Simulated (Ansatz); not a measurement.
The calculation used Ansatz 0.2.0, DFT PBE, scalar-relativistic, plane waves, PAW. Settings: cutoff 420 eV, Γ-centred meshes spaced at most about 0.3 Å⁻¹, and about 0.25 Å⁻¹ or finer for metals (2π included), Gaussian smearing. No spin polarisation in the final relaxations.

Each of these unrelaxed guesses is relaxed in cell and atoms within its symmetry. A guess keeps its type if space group and coordination stay and the shape of the cell changes little (axis ratios within about 15 %, angles within 6°); the volume may change.

1. WI6

```cif
data_structure
_symmetry_space_group_name_H-M 'P6/mmm'
_symmetry_Int_Tables_number 191
_cell_length_a 6.3068
_cell_length_b 6.3068
_cell_length_c 6.8201
_cell_angle_alpha 90.000
_cell_angle_beta 90.000
_cell_angle_gamma 120.000
_cell_volume 234.93
loop_
_atom_site_label
_atom_site_type_symbol
_atom_site_symmetry_multiplicity
_atom_site_Wyckoff_symbol
_atom_site_fract_x
_atom_site_fract_y
_atom_site_fract_z
_atom_site_occupancy
W1 W 1 a 0.00000 0.00000 0.00000 1
I1 I 6 k 0.33290 0.00000 0.50000 1
```

2. LiRu

```cif
data_structure
_symmetry_space_group_name_H-M 'R-3m:H'
_symmetry_Int_Tables_number 166
_cell_length_a 2.4619
_cell_length_b 2.4619
_cell_length_c 14.5536
_cell_angle_alpha 90.000
_cell_angle_beta 90.000
_cell_angle_gamma 120.000
_cell_volume 76.39
loop_
_atom_site_label
_atom_site_type_symbol
_atom_site_symmetry_multiplicity
_atom_site_Wyckoff_symbol
_atom_site_fract_x
_atom_site_fract_y
_atom_site_fract_z
_atom_site_occupancy
Li1 Li 3 b 0.66667 0.33333 0.83333 1
Ru1 Ru 3 a 0.00000 0.00000 0.00000 1
```

3. LiSe4

```cif
data_structure
_symmetry_space_group_name_H-M 'P1'
_symmetry_Int_Tables_number 1
_cell_length_a 3.3838
_cell_length_b 3.5532
_cell_length_c 4.9404
_cell_angle_alpha 93.722
_cell_angle_beta 90.045
_cell_angle_gamma 90.832
_cell_volume 59.27
loop_
_atom_site_label
_atom_site_type_symbol
_atom_site_symmetry_multiplicity
_atom_site_Wyckoff_symbol
_atom_site_fract_x
_atom_site_fract_y
_atom_site_fract_z
_atom_site_occupancy
Li1 Li 1 a 0.50000 0.00000 0.75000 1
Se1 Se 1 a 0.50057 0.50005 0.49924 1
Se2 Se 1 a 0.48788 0.48878 0.00074 1
Se3 Se 1 a 0.00016 0.00000 0.49916 1
Se4 Se 1 a 0.01123 0.01178 0.00114 1
```

Task: Which guesses survive the relaxation?

Result: Guess 2 keeps its type.

| guess | kept | start group | end group | V start (Å³/atom) | V end | b/a and c/a, end over start | nearest neighbours start | nearest neighbours end |
| --- | --- | --- | --- | --- | --- | --- | --- | --- |
| 1 | no | P6/mmm | P6/mmm | 33.6 | 43.8 | 1.00, 0.25 | I 3, W 12 | I 2, W 2 |
| 2 | yes | R-3m | R-3m | 12.7 | 13.6 | 1.00, 0.89 | Li 12, Ru 12 | Li 12, Ru 12 |
| 3 | no | P1 | P4/mmm | 11.9 | 25.9 | - | Li 8, Se 2/3 | Li 8, Se 6 |

Neighbours count within 15 % of an atom's shortest distance; end groups are read at 0.02 Å (0.05 Å in metals).

No dispersion correction is applied, so the spacing and binding between layers, chains or molecules are poorly described (WI6 P6/mmm, LiSe4 P4/mmm). These runs have no spin–orbit coupling, which can matter for I and W. In LiSe4 P4/mmm an odd number of electrons in the primitive cell allows no gap without spin; a larger cell or a magnetic state could open one. A magnetic state wasn't ruled out in cells without spin, among them WI6 P6/mmm. Cells relaxed within their symmetry can be saddle points.

In counts of neighbours, a slash parts the counts of unlike sites.
